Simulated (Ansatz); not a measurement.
TiO2:
```
CELL_PARAMETERS angstrom
     -1.89925     1.89925     4.85160
      1.89925    -1.89925     4.85160
      1.89925     1.89925    -4.85160
ATOMIC_POSITIONS crystal
  Ti 0.00000 0.00000 0.00000
  Ti 0.75000 0.25000 0.50000
  O  0.95641 0.45641 0.50000
  O  0.20641 0.20641 0.00000
  O  0.79359 0.79359 0.00000
  O  0.54359 0.04359 0.50000
```

Relaxed with PBE.

**Question.** Which orbitals make up the states near the band edges in the program Ansatz at the PBE level (PAW)?

**Answer.** Top 1 eV of the valence band: O 2p 93 %, Ti 3d 5 %. Bottom 1 eV of the conduction band: Ti 3d 92 %, O 2p 6 %. Projections are on Löwdin-orthogonalised atomic valence shells; empty p or d shells of many metals are not among them.

**Question.** Tabulate the density of states.

**Answer.** States/eV per cell of 6 atoms, in 0.25 eV bins, energy from the valence-band maximum.

| E (eV) | total | O 2p | Ti 3d | O 2s |
|---|---|---|---|---|
| -4.81 | 0.00 | 0.00 | 0.00 | 0.00 |
| -4.56 | 5.36 | 3.84 | 1.14 | 0.02 |
| -4.31 | 4.80 | 3.38 | 1.20 | 0.02 |
| -4.06 | 4.88 | 3.50 | 1.18 | 0.03 |
| -3.81 | 7.17 | 5.13 | 1.84 | 0.03 |
| -3.56 | 7.68 | 5.64 | 1.82 | 0.05 |
| -3.31 | 4.96 | 3.75 | 1.06 | 0.03 |
| -3.06 | 4.13 | 2.96 | 1.06 | 0.03 |
| -2.81 | 3.37 | 2.53 | 0.74 | 0.04 |
| -2.56 | 4.76 | 3.65 | 0.99 | 0.05 |
| -2.31 | 4.92 | 3.90 | 0.87 | 0.05 |
| -2.06 | 6.07 | 4.92 | 1.00 | 0.04 |
| -1.81 | 4.90 | 4.08 | 0.64 | 0.04 |
| -1.56 | 4.05 | 3.47 | 0.43 | 0.03 |
| -1.31 | 4.50 | 3.96 | 0.37 | 0.03 |
| -1.06 | 5.11 | 4.53 | 0.44 | 0.02 |
| -0.81 | 5.74 | 5.26 | 0.36 | 0.02 |
| -0.56 | 7.13 | 6.69 | 0.32 | 0.03 |
| -0.31 | 5.22 | 4.96 | 0.20 | 0.01 |
| -0.06 | 1.24 | 1.18 | 0.05 | 0.00 |
| 0.19 | 0.00 | 0.00 | 0.00 | 0.00 |
| 0.44 | 0.00 | 0.00 | 0.00 | 0.00 |
| 0.69 | 0.00 | 0.00 | 0.00 | 0.00 |
| 0.94 | 0.00 | 0.00 | 0.00 | 0.00 |
| 1.19 | 0.00 | 0.00 | 0.00 | 0.00 |
| 1.44 | 0.00 | 0.00 | 0.00 | 0.00 |
| 1.69 | 0.00 | 0.00 | 0.00 | 0.00 |
| 1.94 | 0.00 | 0.00 | 0.00 | 0.00 |
| 2.19 | 0.08 | 0.00 | 0.08 | 0.00 |
| 2.44 | 0.39 | 0.02 | 0.37 | 0.00 |
| 2.69 | 1.08 | 0.07 | 1.01 | 0.00 |
| 2.94 | 4.66 | 0.26 | 4.32 | 0.03 |
| 3.19 | 8.89 | 0.69 | 7.94 | 0.11 |
| 3.44 | 10.44 | 1.09 | 9.04 | 0.11 |
| 3.69 | 8.41 | 1.38 | 6.78 | 0.09 |
| 3.94 | 3.39 | 0.74 | 2.54 | 0.04 |
| 4.19 | 5.45 | 1.37 | 3.89 | 0.05 |
| 4.44 | 3.74 | 0.98 | 2.59 | 0.02 |
| 4.69 | 1.51 | 0.41 | 1.00 | 0.01 |
| 4.94 | 0.73 | 0.05 | 0.56 | 0.10 |
| 5.19 | 2.50 | 0.25 | 1.85 | 0.29 |
| 5.44 | 2.71 | 0.40 | 1.95 | 0.26 |
| 5.69 | 3.00 | 0.57 | 2.10 | 0.23 |
| 5.94 | 3.83 | 0.86 | 2.61 | 0.23 |
| 6.19 | 3.71 | 0.94 | 2.46 | 0.19 |
| 6.44 | 4.73 | 1.36 | 3.01 | 0.18 |
| 6.69 | 3.37 | 1.06 | 2.08 | 0.09 |
| 6.94 | 4.11 | 1.38 | 2.56 | 0.05 |

Space group I4_1/amd (anatase). The PBE relaxation kept the symmetry of its start. No spin polarisation was allowed.

Potentials: the earlier of the program's two PAW sets.
